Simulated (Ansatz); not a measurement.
# Zone-centre phonons of FeNi at 2 GPa: input and output

Level of theory: DFT PBEsol, scalar-relativistic, plane waves, PAW in Ansatz 0.2.0.

Launched with:
```bash
ansatz run input.yaml --threads 1 --pin off --max-ram 3072MiB --backend cpu --events-out ev --progress --plain --runs-dir out
```

Input (bare energies are in eV):
```yaml
crystal:
  lattice:
    - [2.4593241878, 0.0, 0.0]
    - [0.0, 2.4593241878, 0.0]
    - [0.0, 0.0, 3.5249553964]
  atoms:
    - { symbol: Fe, position: [0.0, 0.0, 0.0], spin: 2.76 }
    - { symbol: Ni, position: [0.5, 0.5, 0.5], spin: 0.75 }
basis:
  ecutwfc: 420
kpoints:
  mp_grid: { grid: [16, 16, 12] }
hamiltonian:
  xc: pbesol
scf:
  occupations: { method: gaussian, width: 0.2 }
output:
  eigenvalues: true
  populations: true
magnetization:
  spin_polarized: true
phonons:
  method: dfpt
  eigenvectors: true
```

Results section of the output:
```
--- Phonons (Γ-DFPT): 4 representative perturbations + reference, on 567 of 3072 k-points (Σ response iterations 12) ---
  k mesh reduced under 8 symmetry operations, with k and −k counted as one. Each operation leaves every solved displacement unchanged or reverses it
  ASR residual: 2.813e-5 → 0.000e0 eV/Å²; symmetrization residual: 3.168e-6 eV/Å²
  ASR residual per site (eV/Å²): 7.96e-6 2.81e-5
  Γ frequencies (cm⁻¹): 0.00 0.00 0.00 217.10 217.10 305.88
  non-analytic LO–TO correction: not included (Born effective charges unavailable; polar crystals: no LO–TO splitting at Γ)
--- Löwdin populations: 2 sites ---
  site symbol q [e]    m [muB]
     0     Fe     15.7965     2.5622
     1     Ni     17.7544     0.6611
  spilling = 0.013208 (of n_electrons = 34.000000)
```

Time: 4.5 min on 1 thread of Arm Neoverse V2, on a shared host, peak memory 1.7 GiB.

In a metal, frequencies and elastic constants depend on the k mesh and the smearing, soft modes and shear constants most.